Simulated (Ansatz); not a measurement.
CaO (rock salt)

```xyz
2
Lattice="0.0000 2.3835 2.3835 2.3835 0.0000 2.3835 2.3835 2.3835 0.0000" Properties=species:S:1:pos:R:3 pbc="T T T"
O      0.0000     0.0000     0.0000
Ca     2.3835     2.3835     2.3835
```

The slice is a {111} plane (indices of the conventional cell) through the point (0.000, 0.000, 0.000) (fractional), spanned by u = [100] and v = [-1 2 0] in vectors of this cell: u (3.37 Å) and v (5.84 Å, at 90° to u). It covers one period; positions are fractions (u, v).

All values below come from PBEsol (plane waves to 420 eV, PAW, scalar-relativistic; Ansatz, a program for electronic structure). k mesh 12×12×12. These are valence fields of a PAW run, semicore shells included where kept as valence: close to a nucleus they are smooth pseudo fields. CaO was relaxed with its symmetry unable to fall.

Sketch the electrostatic potential energy of an electron, from the cell's mean on this plane as a map.


```
|xxxxx@%+++#@xxxx|
|xxxxx@*=-=*@xxxx|
|xxxx@%+:.:+#@xxx|
|xxx@@*-. .-*@@xx|
|@@@@#+:   :+#@@@|
|####+=-...:=+###|
|===+++=====+++==|
|..-=+#######+=:.|
|  :+#@@@@@@@#+: |
| .-*@@xxxxx@@*-.|
|.:+%@xxxxxxx@#+:|
|-=*@xxxxxxxxx@*=|
|++%@xxxxxxxxx@#+|
|+*%@xxxxxxxxx@%*|
|++#@xxxxxxxxx@%+|
|-=*@xxxxxxxxx@*=|
|.:+#@xxxxxxx@%+:|
| .-*@@xxxxx@@*-.|
|  :+#@@@@@@@#+: |
|..:=+#######+=-.|
|===+++=====+++==|
|####+=:...-=+###|
|@@@@#+:   :+#@@@|
|xxx@@*-. .-*@@xx|
|xxxx@#+:.:+%@xxx|
|xxxxx@*=-=*@xxxx|
|xxxxx@#+++%@xxxx|
|xxxxx@%*+*%@xxxx|
```
Scale: ten equal steps from 5.09 (start of ' ') to 8.12 (end of '@'), in the order ' .:-=+*#%@'. Values: electrostatic potential energy of an electron, from the cell's mean, in eV. The map has 16 points along u (one character each, u = 0 at the left) and 28 along v (v = 0 in the bottom row). Points within 1 Å of a nucleus are blanked (x), as the pseudised field means little there. The zero, the cell's mean, hangs on the PAW cores.
